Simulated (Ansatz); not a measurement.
Harmonic vibrational thermodynamics of TiTeS in space group P3m1 (No. 156; Ti on 1b, Te on 1a, S on 1c) at fixed volume, plane-wave PAW LDA (Ansatz code). The rows extrapolate the 0 K crystal and know nothing of melting or changes of phase.

```tsv
T (K)	F_vib (meV/atom)	S (J/K per mol of atoms)	C_V (J/K per mol of atoms)
50	35.2	3.3	6.4
100	31.7	10.3	14.2
200	14.3	22.6	20.9
300	[?]	31.5	[?]
400	[?]	38.3	[?]
600	[?]	48.1	[?]
800	-247.7	55.1	24.6
1000	-367.9	60.6	24.7
```

### Question
What belongs in the gaps?

### Answer

- 300, F_vib (meV/atom): -14.0
- 300, C_V (J/K per mol of atoms): 22.9
- 400, F_vib (meV/atom): -50.3
- 400, C_V (J/K per mol of atoms): 23.8
- 600, F_vib (meV/atom): -140.4
- 600, C_V (J/K per mol of atoms): 24.4

The first step of the workflow began from a Materials Project structure, measured or hypothetical; the Crystallography Open Database copy checked does not list it. Its standing as an ambient phase is unchecked. The LDA relaxation kept the symmetry of its start; whether a distortion lowers the energy is not shown. The run is not spin-polarised. A crystal of weakly bound layers computed without a dispersion correction: the cell and the soft elastic constants depend strongly on that. Scalar-relativistic: spin–orbit coupling is off unless named, which matters more the heavier the elements.

Potentials: the later of the program's two PAW sets.
